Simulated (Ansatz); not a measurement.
**BN (F-43m): energy against volume by PBE and RPA**

```cif
data_structure
_symmetry_space_group_name_H-M 'P 1'
_symmetry_Int_Tables_number 1
_cell_length_a 2.5569
_cell_length_b 2.5569
_cell_length_c 2.5569
_cell_angle_alpha 60.000
_cell_angle_beta 60.000
_cell_angle_gamma 60.000
_cell_volume 11.82
loop_
_atom_site_label
_atom_site_type_symbol
_atom_site_fract_x
_atom_site_fract_y
_atom_site_fract_z
_atom_site_occupancy
B1 B 0.00000 0.00000 0.00000 1
N1 N 0.25000 0.25000 0.25000 1
```

RPA total energy on PBE orbitals, soft PAW set, first generation (Ansatz); 4×4×4 mesh, wave cutoff 800 eV, correlation extrapolated to infinite response cutoff from cutoffs up to 280 eV, 8 electrons, all correlated, long-wavelength term: neglected.

Energies and volumes of the whole cell, energies counted from the given cell:

```json
{"V/V_given": "0.92", "V (Å³)": "10.87", "PBE (meV)": "121", "Hartree-Fock expression on these orbitals (meV)": "49", "RPA (meV)": "114"}
{"V/V_given": "0.96", "V (Å³)": "11.35", "PBE (meV)": "33", "Hartree-Fock expression on these orbitals (meV)": "-5", "RPA (meV)": "30"}
{"V/V_given": "1.00", "V (Å³)": "11.82", "PBE (meV)": "0", "Hartree-Fock expression on these orbitals (meV)": "0", "RPA (meV)": "0"}
{"V/V_given": "1.04", "V (Å³)": "12.29", "PBE (meV)": "12", "Hartree-Fock expression on these orbitals (meV)": "53", "RPA (meV)": "18"}
{"V/V_given": "1.08", "V (Å³)": "12.77", "PBE (meV)": "61", "Hartree-Fock expression on these orbitals (meV)": "145", "RPA (meV)": "74"}
```

(1) Fit third-order Birch-Murnaghan curves. Where are the minima?

Results:

(1) PBE: V0 = 5.96 Å³ an atom (lattice constants +0.3 % against the given cell), B0 = 371 GPa; Hartree-Fock expression on these orbitals: V0 = 5.77 Å³ an atom (lattice constants -0.8 % against the given cell), B0 = 442 GPa; RPA: V0 = 5.93 Å³ an atom (lattice constants +0.1 % against the given cell), B0 = 387 GPa. The RPA points scatter about the fit by some 0.4 meV, so its minimum and above all its modulus are rough.

Soft PAW datasets can recover too little correlation energy, by a few per cent up to a quarter and more. This ran on a trial build of the method. The mesh is coarse, so these are values at the stated settings, not converged ones.
